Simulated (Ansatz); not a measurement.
Phonon dispersion of ZrTi₃Si₈

All numbers below come from DFT PBE, scalar-relativistic, plane waves, PAW in Ansatz 0.2.0. Cutoff 420 eV, 6×6×8 k-points (Γ-centred), Fermi-Dirac smearing of 0.15 eV. No spin polarisation. Phonons by linear response, acoustic sum rule imposed.

Equilibrium structure at this level:
```
CELL_PARAMETERS angstrom
4.19633 -4.34376 0.00000
4.19633 4.34376 0.00000
0.00000 0.00000 4.88530
ATOMIC_POSITIONS crystal
Zr 0.50000 0.50000 0.00000
Ti 0.00000 0.50000 0.75197
Ti 0.50000 0.00000 0.24803
Ti 0.00000 0.00000 0.50000
Si 0.84533 0.33426 0.25707
Si 0.33426 0.84533 0.74293
Si 0.15467 0.66574 0.25707
Si 0.66574 0.15467 0.74293
Si 0.66878 0.66878 0.50000
Si 0.15651 0.15651 0.00000
Si 0.33122 0.33122 0.50000
Si 0.84349 0.84349 0.00000
```

The cell was found from a structure generator's guess, not taken from experiment. In a metal, frequencies and elastic constants depend on the k mesh and the smearing, soft modes and shear constants most. Some empty bands missed the eigensolver's threshold. The q mesh is coarse, so values between its points are rough.

Force constants from linear response on a 1×1×2 q mesh.

Path: Γ–Y–C0 | SIGMA0–Γ–Z–A0 | E0–T–Y | Γ–S–R–Z–T. Only the points of the 1×1×2 mesh were computed; the rest is interpolation, which is rough on so few points. On the mesh no mode is imaginary. Distance along the path (Å⁻¹), then the branches (cm⁻¹, negative for imaginary):
```
0.000  0 0 0 166 176 179 184 189 196 198 210 213 221 222 223 232 248 248 248 260 273 279 288 289 298 298 300 312 328 337 348 349 357 371 377 412
0.181  29 43 74 163 174 178 185 187 198 198 212 212 215 217 227 232 240 248 252 260 272 274 279 283 283 296 298 316 339 343 350 361 362 371 373 407
0.362  58 81 143 154 169 173 177 189 192 204 204 207 208 212 229 230 244 248 253 263 265 269 272 274 281 291 293 318 335 354 357 360 367 375 380 400
0.542  83 103 145 150 164 174 177 181 189 194 200 207 216 219 236 238 248 251 256 257 261 263 268 278 284 289 292 317 325 340 349 357 362 378 391 410
0.723  100 101 138 140 164 172 179 181 182 184 202 207 228 238 243 243 245 251 252 254 259 269 275 279 281 285 300 309 321 329 345 346 365 382 396 415
0.730  100 101 138 140 164 172 179 181 182 184 202 207 228 238 243 243 245 251 253 254 259 269 275 279 281 285 300 309 321 329 345 346 365 382 396 415
0.736  100 102 138 140 164 172 179 181 183 184 202 207 228 238 243 244 245 251 253 254 259 269 275 279 281 285 300 309 321 329 345 346 365 382 396 415
0.742  100 102 138 140 164 172 179 181 183 184 202 207 228 238 243 244 245 251 253 254 259 269 275 279 281 285 300 309 321 329 345 346 365 382 396 415
0.748  100 102 137 141 163 172 179 181 183 184 202 207 228 237 243 244 245 251 253 254 259 269 275 279 281 285 300 309 321 329 345 346 365 382 396 415
0.839  105 105 129 141 161 169 177 179 186 190 204 206 228 230 241 243 248 250 254 256 259 272 274 279 281 286 301 310 322 329 346 346 364 382 395 415
1.020  99 115 129 130 139 163 187 188 195 198 202 211 218 224 234 235 240 244 260 262 270 271 278 280 283 289 304 313 324 331 347 349 360 379 389 415
1.200  64 73 88 151 161 169 190 192 198 202 209 213 213 219 231 232 234 238 261 264 270 278 283 284 289 294 304 315 326 334 347 354 354 375 382 414
1.381  22 25 30 164 176 177 184 192 193 199 210 216 217 222 226 231 243 245 253 262 273 279 287 288 296 297 302 313 328 336 348 350 357 372 378 412
1.552  19 21 35 167 176 179 184 189 196 197 206 212 221 224 224 232 248 248 249 260 272 278 287 289 293 298 304 312 328 336 348 349 359 371 377 412
1.713  58 61 102 172 174 178 186 188 195 195 198 207 222 230 231 239 249 250 256 258 271 271 282 283 290 296 305 310 328 339 346 350 368 370 378 411
1.874  94 97 160 165 171 180 180 189 190 196 202 207 223 233 236 246 250 251 254 258 261 269 276 279 284 298 301 309 326 343 347 351 366 372 383 408
2.035  124 124 153 155 174 182 186 186 198 209 213 213 223 228 238 246 248 250 252 257 259 262 272 273 286 295 302 308 326 340 353 354 362 371 390 404
2.205  132 132 149 150 173 183 184 187 198 213 214 220 221 225 241 242 244 249 250 257 259 262 272 272 289 293 304 308 326 340 354 356 360 371 392 402
2.386  141 142 147 160 174 180 187 192 196 207 212 212 223 226 236 236 244 246 247 254 260 266 273 273 288 295 304 310 326 341 352 357 359 375 391 401
2.567  148 151 154 170 173 175 184 187 199 205 209 210 215 220 235 238 244 244 247 252 259 270 275 275 287 297 304 307 327 342 350 354 364 379 390 399
2.748  144 160 161 163 173 176 178 192 194 203 204 213 214 215 235 242 245 246 248 254 256 268 277 283 285 299 300 304 329 343 349 352 367 382 388 397
2.839  142 158 165 165 169 175 180 193 196 199 203 212 213 216 236 243 247 248 248 251 258 267 277 283 290 295 299 304 329 344 348 352 368 383 388 397
2.845  142 158 165 166 169 175 180 193 196 199 203 212 213 216 236 243 247 248 249 251 258 267 277 283 290 295 299 304 329 344 348 352 368 383 388 397
2.851  142 158 165 166 168 175 180 193 197 199 203 212 213 216 236 243 247 248 249 251 258 266 277 283 290 295 299 304 329 344 348 352 368 383 388 397
2.857  142 158 165 166 168 175 180 193 197 198 203 212 213 216 236 243 247 248 249 251 258 266 277 283 290 295 299 304 329 344 348 352 368 383 388 397
2.864  142 158 165 166 168 175 180 193 197 198 203 212 213 216 236 243 247 248 249 251 258 266 277 283 290 295 299 304 329 344 348 352 368 383 388 397
3.024  136 147 160 166 167 171 179 195 197 200 204 213 213 218 237 238 245 248 251 252 264 268 278 282 289 292 297 301 328 337 347 360 367 381 386 403
3.185  121 127 151 156 167 168 183 190 192 194 209 209 218 226 233 241 244 248 252 255 267 267 276 282 285 293 295 298 327 328 352 355 370 374 391 410
3.346  106 109 142 144 165 171 182 184 185 187 206 207 224 234 239 244 247 248 251 258 262 267 271 280 286 288 296 305 323 327 348 350 365 380 395 414
3.507  100 101 138 140 164 172 179 181 182 184 202 207 228 238 243 243 245 251 252 254 259 269 275 279 281 285 300 309 321 329 345 346 365 382 396 415
3.572  17 17 22 165 176 178 184 190 195 198 210 214 219 222 224 232 245 247 251 261 273 279 286 289 294 300 300 313 329 337 349 349 357 371 377 412
3.702  50 51 66 160 173 177 184 188 196 202 209 214 219 220 224 232 239 243 251 265 271 276 279 284 285 299 301 315 334 341 350 356 359 371 377 410
3.832  81 83 108 148 160 177 186 188 196 204 208 211 214 217 223 228 239 242 250 261 267 272 276 278 282 294 302 316 336 349 352 361 366 370 376 405
3.962  108 112 131 138 147 174 188 192 193 197 202 209 213 217 219 228 242 244 251 255 262 270 272 280 283 289 303 317 338 351 359 362 366 371 378 401
4.107  119 120 129 129 163 163 186 192 196 198 200 209 213 216 219 228 242 243 251 254 262 268 272 280 284 288 303 317 337 350 362 362 366 371 380 400
4.268  123 130 139 144 164 175 185 185 196 204 206 208 214 216 223 228 238 243 248 257 266 266 274 280 285 292 301 316 333 342 362 364 366 371 383 401
4.429  134 140 154 158 167 178 184 189 195 200 204 210 212 221 226 228 240 248 249 257 271 272 273 279 287 296 296 313 328 329 359 363 366 375 385 401
4.590  145 148 162 166 177 177 184 189 194 197 197 206 215 218 224 229 247 253 260 263 268 276 278 281 287 291 295 309 318 325 355 364 367 377 386 401
4.735  147 148 160 168 176 182 184 187 194 196 198 206 216 219 224 229 248 254 263 264 268 276 279 282 286 290 295 308 317 325 354 363 367 377 387 402
4.865  142 146 151 164 171 179 187 193 195 199 204 209 219 222 227 232 248 253 259 261 268 269 276 279 287 292 299 309 321 327 354 359 368 376 388 402
4.995  135 138 149 155 173 179 186 191 199 205 209 214 222 226 233 239 246 254 254 257 261 268 272 275 288 292 303 308 324 333 353 356 366 373 390 402
5.126  131 132 150 150 173 181 185 188 198 212 215 219 222 226 241 243 244 250 251 256 260 262 271 272 289 292 304 308 325 339 354 355 362 371 392 403
5.281  131 132 150 150 173 179 185 190 199 210 213 216 223 226 239 244 244 252 253 255 259 266 271 274 289 292 304 307 325 336 353 355 365 371 391 403
5.462  134 141 158 160 171 171 186 194 197 198 204 205 223 225 228 242 244 252 261 266 268 272 278 280 286 288 300 306 321 322 354 358 370 376 386 402
5.643  138 148 167 167 175 176 182 186 190 195 204 209 210 219 228 242 243 248 264 271 273 273 278 280 284 287 301 303 316 325 357 364 366 376 388 400
5.824  142 156 165 168 169 175 180 192 198 199 202 207 214 215 234 242 246 246 254 255 261 268 277 282 289 294 300 304 326 338 353 355 367 381 389 397
```
